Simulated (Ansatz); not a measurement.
A geometry of TiO$_{2}$ away from equilibrium: step 14 of the relaxation of a randomly generated symmetric cell of TiO2 (space group No. 160). Method: r2SCAN (plane waves to 500 eV, PAW, scalar-relativistic; Ansatz, a program for electronic structure). Γ-centred k-mesh 8×8×8 on the run's cell (coarser than for final values), Fermi–Dirac smearing 0.05 eV.

```
CELL_PARAMETERS angstrom
      1.66459     0.96105     4.16753
     -1.66459     0.96105     4.16753
      0.00000    -1.92211     4.16753
ATOMIC_POSITIONS crystal
  O  0.13487 0.13487 0.13487
  O  0.94699 0.94699 0.94699
  Ti 0.81774 0.81774 0.81774
```

### Question
Which atoms carry the largest force, and which way does it point?

### Answer
0.25 eV/Å, on Ti3 (atoms numbered as listed); on Ti3 its components are (0.00, 0.00, 0.25).

### Question
What is the pressure?

### Answer
+6.4 GPa, compression positive.

### Question
How far above the relaxed end point is this geometry?

### Answer
0.10 eV/atom; the path ends in R3m (No. 160).

No spin polarisation in the result. No dispersion correction is included, so spacings between layers, chains or molecules are soft and tend to come out too large.

The run could not lose the symmetry of its start.

The first start was generated by a random draw of sites in a space group. Materials Project lists a structure of TiO2 in the same space group, R3m (No. 160); the sites were not compared with it, nor with measured phases. Known forms of TiO2 include space group No. 61, 136, 141.
